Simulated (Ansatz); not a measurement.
**Si$_{2}$H$_{2}$O$_{3}$, first-principles data**

Si$_{2}$H$_{2}$O$_{3}$:
```
CELL_PARAMETERS angstrom
      4.36307     2.51902     4.85690
     -4.36307     2.51902     4.85690
      0.00000    -5.03804     4.85690
ATOMIC_POSITIONS crystal
  Si 0.77653 0.67676 0.23190
  Si 0.22347 0.32324 0.76810
  Si 0.23190 0.77653 0.67676
  Si 0.76810 0.22347 0.32324
  Si 0.67676 0.23190 0.77653
  Si 0.32324 0.76810 0.22347
  Si 0.68538 0.68538 0.68538
  Si 0.31462 0.31462 0.31462
  H  0.92594 0.77572 0.08312
  H  0.07406 0.22428 0.91688
  H  0.08312 0.92594 0.77572
  H  0.91688 0.07406 0.22428
  H  0.77572 0.08312 0.92594
  H  0.22428 0.91688 0.07406
  H  0.78630 0.78630 0.78630
  H  0.21370 0.21370 0.21370
  O  0.26147 0.55401 0.24133
  O  0.73853 0.44599 0.75867
  O  0.24133 0.26147 0.55401
  O  0.75867 0.73853 0.44599
  O  0.55401 0.24133 0.26147
  O  0.44599 0.75867 0.73853
  O  0.25253 0.83978 0.43716
  O  0.74747 0.16022 0.56284
  O  0.43716 0.25253 0.83978
  O  0.56284 0.74747 0.16022
  O  0.83978 0.43716 0.25253
  O  0.16022 0.56284 0.74747
```

Space group R-3 (No. 148); conventional cell a = b = 8.726 Å, c = 14.571 Å, α = β = 90.00°, γ = 120.00°.

Method: plane-wave PAW LDA (Ansatz code). Structure relaxed to zero pressure with the same functional. Other levels are named where they apply.

### Cell and energy

```
Quantity                                                              Value
-----------------------------------------------------  --------------------
Volume per atom                                                    11.44 Å³
Density                                                          2.20 g/cm³
Formation energy from the elements (no fitted shifts)  -179 kJ/mol of atoms
```

### Electronic structure

```
Quantity                                                                Result
----------------------------------------  ------------------------------------
Band gap                                                    6.00 eV (indirect)
Valence-band maximum                                                      at T
Conduction-band minimum                                                   at Γ
Smallest direct gap on the standard path                               6.21 eV
Electron effective mass                   0.76, 1.1, 1.1 mₑ (principal values)
```

### Mechanics

```
Item                                                                                                                   Result
--------------------------------------------  -------------------------------------------------------------------------------
Bulk modulus (Birch–Murnaghan fit)                                                                                   15.6 GPa
Pressure derivative B′                                                                                                   10.5
Elastic constants (relaxed ions, GPa)         C11 = 27.6, C12 = 9.6, C13 = 10.0, C14 = 5.3, C33 = 24.8, C44 = 12.1, C15 = 1.2
Mechanical stability                                                                   stable (all eigenvalues of C positive)
Hill bulk and shear moduli                                                                                   15.4 and 8.8 GPa
Young's modulus                                                                                                      22.1 GPa
Poisson's ratio                                                                                                          0.26
Debye temperature from the elastic constants                                                                            293 K
```

### Dielectric response

```
Item                                                                                               Value
--------------------------------------------------------  ----------------------------------------------
Electronic dielectric constant ε∞ (DFPT)                                       2.69 (xx = yy), 2.69 (zz)
Static dielectric constant ε0 (ions relaxed, cell fixed)                       4.27 (xx = yy), 4.30 (zz)
Born charges (a third of the trace)                       Si +2.86 to +2.88, H -0.30 to -0.28, O -1.72 e
```

### Phonons

```
Quantity                                                                  Result
--------------------------------------------------  ----------------------------
Highest zone-centre frequency (without LO–TO term)                     2286 cm⁻¹
Zone-centre stability                                     no imaginary mode at Γ
Dynamical stability on the path                     stable (no imaginary branch)
Zero-point energy                                                 134.2 meV/atom
Vibrational entropy at 300 K                             14.1 J/(K·mol of atoms)
```

The workflow started from a Materials Project entry (that database holds measured and hypothetical structures alike); the Crystallography Open Database files this formula in space group No. 148, but the cells were not matched. Whether it is the stable phase at ambient conditions was not checked. Symmetry was held in the LDA relaxation. A crystal of weakly bound molecules computed without a dispersion correction: the cell and the soft elastic constants depend strongly on that. The references are the lowest solids computed at this level, not always the standard phases (solids in place of the gases).

Potentials: the later of the program's two PAW sets.
